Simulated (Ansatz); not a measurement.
## BaTiO3 (cubic perovskite): scan of one atom of the cell

BaTiO$_{3}$ (cubic perovskite)

```yaml
crystal:
  lattice:
    - [4.01946, 0.00000, 0.00000]
    - [0.00000, 4.01946, 0.00000]
    - [0.00000, 0.00000, 4.01946]
  atoms:
    - { symbol: Ba, position: [0.00000, 0.00000, 0.00000] }
    - { symbol: Ti, position: [0.50000, 0.50000, 0.50000] }
    - { symbol: O, position: [0.00000, 0.50000, 0.50000] }
    - { symbol: O, position: [0.50000, 0.50000, 0.00000] }
    - { symbol: O, position: [0.50000, 0.00000, 0.50000] }
```

Scan: atom 3 (O, nearest neighbour Ti at 2.010 Å; its periodic images, 4.0 Å or more away, move with it) is displaced towards the nearest neighbour, direction (1.000, 0.000, 0.000) in Cartesian axes, by s. The other atoms stay.

Method: PBE (plane waves to 420 eV, PAW, scalar-relativistic; Ansatz, a program for electronic structure). k mesh 7×7×7 (Γ-centred), Fermi-Dirac smearing 0.05 eV. Energies are smeared free energies. Stress and pressure are positive under compression. Left out: 4 of 11 points, with atoms too close for the PAW data. F∥ is the force on the atom along that direction. BaTiO3 is run without spin polarisation. BaTiO3 was relaxed with its symmetry unable to fall. The PAW data are Ansatz's earlier set. This is a high-temperature form of BaTiO3. The zero of ΔE is the undisplaced structure.

```csv
s (Å),ΔE (meV/cell),P (GPa),F∥ (eV/Å)
-0.240,188.4,4.23,2.127
-0.160,67.1,1.84,1.007
-0.080,14.2,0.45,0.378
0.000,0.0,0.00,0.000
0.080,14.2,0.45,-0.378
0.160,67.1,1.84,-1.007
0.240,188.4,4.23,-2.127
```

Summary:

The energy at s = 0.240 Å comes out as 188.4 meV/cell and the force along the line at s = -0.240 Å is 2.13 eV/Å. Symmetry of the curve: even: the same for both signs. Shape of the curve: a single well with its minimum at or next to zero displacement.

The 11 points together took about 70 core-seconds (a rough figure).

(For displaced atoms, the force is minus the slope of the energy, and its curvature is a force constant, which sets phonon frequencies.)
